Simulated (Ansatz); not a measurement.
AlAu:
```
CELL_PARAMETERS angstrom
      6.30862     0.00000     0.00000
      0.00000     3.35749     0.00000
     -0.34271     0.00000     6.38528
ATOMIC_POSITIONS crystal
  Al 0.54564 0.75000 0.82039
  Al 0.45436 0.25000 0.17961
  Al 0.91702 0.75000 0.31844
  Al 0.08298 0.25000 0.68156
  Au 0.30900 0.75000 0.47318
  Au 0.69100 0.25000 0.52682
  Au 0.18641 0.75000 0.00642
  Au 0.81359 0.25000 0.99358
```

Relaxed with PBEsol. Special points in fractions of this cell's reciprocal vectors: Γ (0.000, 0.000, 0.000); Z (0.000, 0.500, 0.000); D (0.000, 0.500, 0.500); B (0.000, 0.000, 0.500); A (-0.500, 0.000, 0.500); E (-0.500, 0.500, 0.500); C2 (-0.500, 0.500, 0.000); Y2 (-0.500, 0.000, 0.000).

List the band energies nearest the Fermi level at these points for DFT-PBEsol with spin–orbit coupling in the program Ansatz with PAW potentials.

In eV from the Fermi level; about four levels below and three above (degenerate sets whole), none deeper than 8.9 eV; points with the same levels are listed once.

```tsv
k	below	above
Γ	-1.99 -1.99 -1.54 -1.54	1.31 1.31 2.08 2.08
Z	-1.04 -1.04 -1.04 -1.04	1.75 1.75 1.75 1.75
D	-1.48 -1.48 -1.48 -1.48	0.90 0.90 0.90 0.90
B	-0.64 -0.64 -0.53 -0.53	2.64 2.64 2.97 2.97
A	-0.98 -0.98 -0.57 -0.57	0.67 0.67 1.27 1.27
E	-2.90 -2.90 -2.90 -2.90	2.55 2.55 2.55 2.55
C2	-1.15 -1.15 -1.15 -1.15	1.94 1.94 1.94 1.94
Y2	-0.65 -0.65 -0.53 -0.53	2.78 2.78 3.33 3.33
```

Space group P2_1/m. The first step of the workflow began from a Materials Project structure, measured or hypothetical; the Crystallography Open Database copy checked does not list it. Its standing as an ambient phase is unchecked. The cell was relaxed with PBEsol under the symmetry of its start; its stability against distortions is not shown here.

Potentials: the later of the program's two PAW sets.
